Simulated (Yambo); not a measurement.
Yambo run on CsBH$_{4}$ (space group F-43m, No. 216). The wavefunctions are norm-conserving PBEsol (Quantum ESPRESSO, 76 Ry, with spin-orbit coupling) ones on a 2×2×2 mesh (16 occupied bands); a = 5.1845 Å, b = 5.1845 Å, c = 5.1845 Å, α = 60.00°, β = 60.00°, γ = 60.00°.

Yambo input:

```
rim_cut
gw0
dyson
el_el_corr
HF_and_locXC
ppa
em1d
RandQpts= 1000000
RandGvec= 1 Ry
EXXRLvcs= 76 Ry
VXCRLvcs= 304 Ry
Chimod= "HARTREE"
% BndsRnXp
 1 | 114 |
%
NGsBlkXp= 7 Ry
% LongDrXp
 1.0 | 1.0 | 1.0 |
%
PPAPntXp= 27.2114 eV
% GbndRnge
 1 | 264 |
%
GTermKind= "BG"
DysSolver= "n"
ExtendOut
% QPkrange
 3 | 3 | 16 | 17 |
%
```

k points by index: 3 = X.

Resulting energies as the program prints them:

```
#    K-point    Band    Eo [eV]    E [eV]    E-Eo [eV]    Vxc [eV]    Vnlxc [eV]    Sc|Eo [eV]    Sc|E [eV]    dSc/dw|Eo [eV]    Re(Z)    Im(Z)
#
    3    16    0.000000    -1.815616    -1.815616    -12.22083    -16.40080    1.971634    2.364346    -5.885319    0.822176    -0.001334
    3    17    5.518272    6.492826    0.974554    -6.580573    -2.889247    -2.576564    -2.716772    -3.914462    0.874236    -0.982524E-3
```
(The two width columns are left out.) Convergence of these settings isn't established.

Geometry of the Materials Project entry, not relaxed at this level.

The structure is a Materials Project entry; no match was found in the copy of COD used, and its stability was not checked.
